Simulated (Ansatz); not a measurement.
Relaxed Sc (hcp, Mg type):

```xyz
2
Lattice="3.3195 0.0000 0.0000 -1.6597 2.8748 0.0000 0.0000 0.0000 5.1664" Properties=species:S:1:pos:R:3 pbc="T T T"
Sc     0.0000     1.9165     3.8748
Sc     1.6597     0.9583     1.2916
```

The atoms are displaced by Q × the pattern below (from a DFPT mode at Γ, largest move 1; Q in Å), at fixed cell.

| atom | x | y | z |
|---|---|---|---|
| Sc1 | 0.000 | 0.000 | 1.000 |
| Sc2 | 0.000 | 0.000 | -1.000 |

Method: PBE (plane waves to 420 eV, PAW, scalar-relativistic; Ansatz, a quantum-chemistry and plane-wave program). k mesh 16×16×9 (Γ-centred), Fermi-Dirac smearing 0.05 eV. The energy includes the smearing's −TS. With partly filled bands, energies and forces of such displacements shift with the k mesh and the smearing. Sc is run without spin polarisation. Sc was relaxed with its symmetry unable to fall. The PAW data are Ansatz's earlier set. The zero of ΔE is the undisplaced structure. The last digit holds for this mesh only.

```tsv
Q (Å)	ΔE (meV/cell)
-0.2800	711.2
-0.2333	487.5
-0.1867	307.2
-0.1400	withheld
-0.0933	74.5
-0.0467	18.5
0.0000	0.0
0.0467	18.5
0.0933	74.5
0.1400	withheld
0.1867	307.2
0.2333	487.5
0.2800	711.2
```

### Question
Fit an even polynomial form (powers 2, 4, 6) to the given rows and predict ΔE at Q = 0.1400.

### Answer
Least squares on the 11 given rows: ΔE = (8452)·Q² + (12350)·Q⁴ + (-56820)·Q⁶, in meV/cell with Q in Å; root-mean-square residual 0.03 meV/cell. At 0.1400 the fit gives 170.0 meV/cell; the calculation gives 170.0 meV/cell, the same to the digits shown. The quadratic term alone would give 165.7 meV/cell.

(For displaced atoms, the force is minus the slope of the energy, and its curvature is a force constant, which sets phonon frequencies.)
